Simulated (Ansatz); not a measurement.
SiC (zinc blende)

```
CELL_PARAMETERS angstrom
      0.00000     4.37973     4.37973
      2.18986     2.18986     4.37973
      2.18986     2.18986     0.00000
ATOMIC_POSITIONS crystal
  C  0.00000 0.75000 0.75000
  C  0.50000 0.75000 0.75000
  Si 0.00000 0.00000 0.00000
  Si 0.50000 0.00000 0.00000
```

A phonon eigenvector at X = (0.5, 0.5, 0.0) is frozen into this cell: atom i moves by Q times the vector below, so Q is the largest atomic displacement, in Å. The cell is held. (q is in reciprocal vectors of the primitive cell; the cell shown is doubled to hold the pattern.)

```tsv
atom	x	y	z
C1	0.000	0.000	-1.000
C2	0.000	0.000	1.000
```

Atoms not listed stay in place.

The numbers are results of PBE (plane waves to 420 eV, PAW, scalar-relativistic; Ansatz, a program for electronic structure), not measurements. k mesh 13×13×13 (Γ-centred), Fermi-Dirac smearing 0.05 eV. E stands for the smeared free energy. Compression counts positive. SiC was relaxed with its symmetry unable to fall. The PAW data are Ansatz's earlier set. ΔE is measured from the undisplaced structure.

| Q (Å) | ΔE (eV/cell) | P (GPa) | −dE/dQ from forces (eV/Å) |
|---|---|---|---|
| -0.100 | 0.2846 | 1.80 | 5.671 |
| -0.083 | 0.1978 | 1.25 | 4.736 |
| -0.067 | 0.1267 | 0.80 | 3.796 |
| -0.050 | 0.0713 | 0.45 | 2.851 |
| -0.033 | 0.0317 | 0.20 | 1.902 |
| -0.017 | 0.0079 | 0.05 | 0.952 |
| 0.000 | 0.0000 | 0.00 | 0.000 |
| 0.017 | 0.0079 | 0.05 | -0.952 |
| 0.033 | 0.0317 | 0.20 | -1.902 |
| 0.050 | 0.0713 | 0.45 | -2.851 |
| 0.067 | 0.1267 | 0.80 | -3.796 |
| 0.083 | 0.1978 | 1.25 | -4.736 |
| 0.100 | 0.2846 | 1.80 | -5.671 |

Key numbers:

The energy at Q = 0.100 Å comes out as 284.6 meV/cell. Space group of the distorted cell: P-4m2 (No. 115), lowered from F-43m. Symmetry of the curve: even: the same for both signs. Shape of the curve: a single well with its minimum at or next to zero displacement. Harmonic wavenumber from the curvature (finite differences): 804 cm⁻¹. Wavenumber by perturbation theory (DFPT, on another k mesh): 804 cm⁻¹.

(A displaced cell: forces are minus the slopes of the energy, force constants its curvatures, and phonons follow from these.)
